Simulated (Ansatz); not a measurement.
Relaxation of a generated cell, SnO built in the tenorite structure type; 4 atoms in the cell, which starts as C2/c (No. 15), mS8; a = 5.7481 Å, b = 4.2006 Å, c = 6.2942 Å, α = γ = 90.00°, β = 99.54°. Level of theory: r2SCAN (plane waves to 500 eV, PAW, scalar-relativistic; Ansatz, a first-principles code). Γ-centred k-mesh 7×7×4 on the run's cell (coarser than for final values), Fermi–Dirac smearing 0.05 eV. This is the first round of the run. 

The optimiser's lines from the output (shortened; P is positive under compression):

```
relax step   1: F+E_penalty+E_count = -13212.00487967 eV  Δ(F+E_penalty+E_count) = +0.000e0 eV  max|allowed force component| = 3.910e-1 eV/Å  Δτ_max = 0.0000 Å  P = -6.750 GPa  Ω = 74.937 Å³  (8 SCF iters, dr2 threshold 1.00e-7 eV, accepted)
relax step   2: F+E_penalty+E_count = -13212.32765659 eV  Δ(F+E_penalty+E_count) = -3.228e-1 eV  max|allowed force component| = 5.217e-1 eV/Å  Δτ_max = 0.0516 Å  P = -3.648 GPa  Ω = 69.857 Å³  (7 SCF iters, dr2 threshold 4.00e-7 eV, accepted)
relax step   3: F+E_penalty+E_count = -13212.65433140 eV  Δ(F+E_penalty+E_count) = -3.267e-1 eV  max|allowed force component| = 5.209e-1 eV/Å  Δτ_max = 0.0874 Å  P = -1.493 GPa  Ω = 66.446 Å³  (7 SCF iters, dr2 threshold 4.00e-7 eV, accepted)
relax step   4: F+E_penalty+E_count = -13212.97283063 eV  Δ(F+E_penalty+E_count) = -3.185e-1 eV  max|allowed force component| = 2.702e-1 eV/Å  Δτ_max = 0.0970 Å  P = +1.060 GPa  Ω = 63.694 Å³  (6 SCF iters, dr2 threshold 4.00e-7 eV, accepted)
relax step   5: F+E_penalty+E_count = -13213.27488223 eV  Δ(F+E_penalty+E_count) = -3.021e-1 eV  max|allowed force component| = 9.767e-3 eV/Å  Δτ_max = 0.0827 Å  P = +0.691 GPa  Ω = 63.524 Å³  (6 SCF iters, dr2 threshold 4.00e-7 eV, accepted)
relax step   6: F+E_penalty+E_count = -13213.35287171 eV  Δ(F+E_penalty+E_count) = -7.799e-2 eV  max|allowed force component| = 6.646e-4 eV/Å  Δτ_max = 0.0235 Å  P = +0.066 GPa  Ω = 63.806 Å³  (6 SCF iters, dr2 threshold 4.00e-7 eV, accepted)
relax step   7: F+E_penalty+E_count = -13213.35324432 eV  Δ(F+E_penalty+E_count) = -3.726e-4 eV  max|allowed force component| = 1.682e-4 eV/Å  Δτ_max = 0.0004 Å  P = +0.045 GPa  Ω = 63.867 Å³  (4 SCF iters, dr2 threshold 4.00e-7 eV, accepted)
relax step   8: F+E_penalty+E_count = -13213.35325229 eV  Δ(F+E_penalty+E_count) = -7.976e-6 eV  max|allowed force component| = 6.717e-6 eV/Å  Δτ_max = 0.0001 Å  P = -0.006 GPa  Ω = 63.884 Å³  (4 SCF iters, dr2 threshold 3.05e-8 eV, accepted)
relax step   9: F+E_penalty+E_count = -13213.35114238 eV  Δ(F+E_penalty+E_count) = +2.110e-3 eV  max|allowed force component| = 7.844e-5 eV/Å  Δτ_max = 0.0000 Å  P = +0.019 GPa  Ω = 63.884 Å³  stress off target by 5.01e-2 GPa  SCF on the basis re-selected at this cell (its energy is not comparable with the rows above)  (7 SCF iters)
relax step  10: F+E_penalty+E_count = -13213.35114439 eV  Δ(F+E_penalty+E_count) = -2.018e-6 eV  max|allowed force component| = 4.570e-5 eV/Å  Δτ_max = 0.0001 Å  P = +0.001 GPa  Ω = 63.894 Å³  (4 SCF iters, dr2 threshold 6.27e-9 eV, accepted)
relax step  11: F+E_penalty+E_count = -13213.35114728 eV  Δ(F+E_penalty+E_count) = -2.881e-6 eV  max|allowed force component| = 4.182e-5 eV/Å  Δτ_max = 0.0000 Å  P = +0.001 GPa  Ω = 63.894 Å³  stress off target by 2.90e-3 GPa  SCF on the basis re-selected at this cell (its energy is not comparable with the rows above)  (6 SCF iters)
```

From the first to the last row the energy changes by -0.34 eV/atom and the volume by -14.7 %. The last row is marked as not comparable with the walk above it, whose basis was carried along; it does compare with step 1, since both stand on a basis selected at the nominal cutoff for their own cell.

Later rounds, restarted from the end of this one on a renewed k-mesh, logged 3 more steps and released under 0.01 eV/atom more. The final structure after all rounds: P4₂/mmc (No. 131), tP4; a = 3.1977 Å, b = 3.1977 Å, c = 6.2487 Å, α = 90.00°, β = 90.00°, γ = 90.00°. Between re-selections the logged energies stand on a plane-wave basis carried along with the cell. No spin polarisation in the result.

The run could not lose the symmetry of its start, so the end can be a saddle point.

The relaxed structure here is a generated cell of SnO: the first start was made by placing the elements on the sites of a structure type, and the end was not matched to a known phase here, so it may be hypothetical. Known forms of SnO include space group No. 129.
